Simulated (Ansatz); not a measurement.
TiS:
```
TiS
1.0
    3.19507     0.00000     0.00000
   -1.59753     2.76701     0.00000
    0.00000     0.00000     3.15887
Ti S
1 1
Direct
  0.66667   0.33333   0.00000
  0.00000   0.00000   0.50000
```

Relaxed with LDA. Special points in fractions of this cell's reciprocal vectors: Γ (0.000, 0.000, 0.000); M (0.500, 0.000, 0.000); K (0.333, 0.333, 0.000); A (0.000, 0.000, 0.500); L (0.500, 0.000, 0.500); H (0.333, 0.333, 0.500).

Problem. List the band energies nearest the Fermi level at these points for plane-wave PAW LDA (Ansatz code).

Solution. In eV from the Fermi level; about four levels below and three above (degenerate sets whole), none deeper than 8.9 eV; points with the same levels are listed once.

```json
[
 {"k": "Γ", "below": "-3.14 -3.14 -2.64 -2.32", "above": "1.42 1.42 2.93 2.93"},
 {"k": "M", "below": "-7.71 -3.83 -2.91 -2.00", "above": "0.88 2.37 2.53"},
 {"k": "K", "below": "-6.70 -6.03 -3.77 0.00", "above": "0.68 1.30 1.41"},
 {"k": "A", "below": "-2.57 -2.57 -0.06 -0.06", "above": "1.90 2.04 2.04"},
 {"k": "L", "below": "-6.45 -6.36 -4.32 -0.60", "above": "2.24 2.50 2.73"},
 {"k": "H", "below": "-6.72 -6.26 -4.76 -0.12", "above": "2.32 2.68 3.63"}
]
```

Space group P-6m2. The first step of the workflow began from a Materials Project structure, measured or hypothetical; the Crystallography Open Database copy checked does not list it. COD files the formula under space group No. 166, 194, so this cell is another polymorph or a model. Its standing as an ambient phase is unchecked. The cell was relaxed with LDA under the symmetry of its start; of distortions, only those at the zone centre were tested. The run is not spin-polarised.

Potentials: the later of the program's two PAW sets.
